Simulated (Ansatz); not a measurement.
Relaxed AlRu (CsCl type):

```xyz
4
Lattice="6.0074 0.0000 0.0000 0.0000 3.0037 0.0000 0.0000 0.0000 3.0037" Properties=species:S:1:pos:R:3 pbc="T T T"
Al     0.0000     0.0000     0.0000
Al     3.0037     0.0000     0.0000
Ru     1.5019     1.5019     1.5019
Ru     4.5056     1.5019     1.5019
```

In this cell atom 4 (Ru, nearest neighbour Al at 2.601 Å; its periodic images, 3.0 Å or more away, move with it) is moved by s along Cartesian [110], unit vector (0.707, 0.707, 0.000); all other atoms and the cell stay fixed.

The numbers are results of PBE (plane waves to 420 eV, PAW, scalar-relativistic; Ansatz, a first-principles code), not measurements. k mesh 6×12×12 (Γ-centred), Fermi-Dirac smearing 0.05 eV. E stands for the smeared free energy. With partly filled bands, energies and forces of such displacements shift with the k mesh and the smearing. AlRu is run without spin polarisation. AlRu was relaxed with its symmetry unable to fall. ΔE is measured from the undisplaced structure. The last digit holds for this mesh only.

```
s (Å)   ΔE (meV/cell)
------  -------------
-0.520         1536.3
-0.416          946.5
-0.312       withheld
-0.208          224.0
-0.104           55.1
0.000             0.0
0.104            55.1
0.208           224.0
0.312        withheld
0.416           946.5
0.520          1536.3
```

Question: Fit an even polynomial form (powers 2, 4, 6) to the given rows and predict ΔE at s = 0.312.

Answer: Least squares on the 9 given rows: ΔE = (5077)·s² + (2324)·s⁴ + (-323.7)·s⁶, in meV/cell with s in Å; root-mean-square residual 0.05 meV/cell. At 0.312 the fit gives 515.9 meV/cell; the calculation gives 516.1 meV/cell, so the interpolation is off by -0.2 (-0.0 %). The quadratic term alone would give 494.2 meV/cell.

(A displaced cell: forces are minus the slopes of the energy, force constants its curvatures, and phonons follow from these.)
